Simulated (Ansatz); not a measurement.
The relaxed structure here is a generated cell of Nb: the first start was made by placing the elements on the sites of a structure type, and the end was not matched to a known phase here, so it may be hypothetical. Known forms of Nb include space group No. 229.

A relaxed structure of Nb. Method: r2SCAN (plane waves to 500 eV, PAW, scalar-relativistic; Ansatz, a program for electronic structure).

```
CELL_PARAMETERS angstrom
      2.86062     0.00000     0.00000
     -1.43031     2.47737     0.00000
      0.00000     0.00000     2.71370
ATOMIC_POSITIONS crystal
  Nb 0.00000 0.00000 0.00000
```

Problem. Determine the symmetry and give the standard cell with its independent sites.

Solution. Space group P6/mmm (No. 191); a = b = 2.861 Å, c = 2.714 Å, α = β = 90.00°, γ = 120.00°

| atom | site | symmetry | x | y | z |
|---|---|---|---|---|---|
| Nb | 1a | 6/mmm | 0.0000 | 0.0000 | 0.0000 |

This is the AFLOW prototype A_hP1_191_a (A_f, as in Sn).

Problem. Give the shortest distances between elements (the closest pairs, up to four, under 3.6 Å).

Solution. Nb–Nb 2.71 Å.

```yaml
volume_per_atom: 19.23 Å³
density: 8.02 g/cm³
band_gap: zero (metallic)
```

No spin polarisation in the result.

The run could not lose the symmetry of its start, so the end can be a saddle point.

It was reached from a disturbed copy of a Pm-3m (No. 221) cell (simple cubic type), against which it lies -0.40 eV/atom.
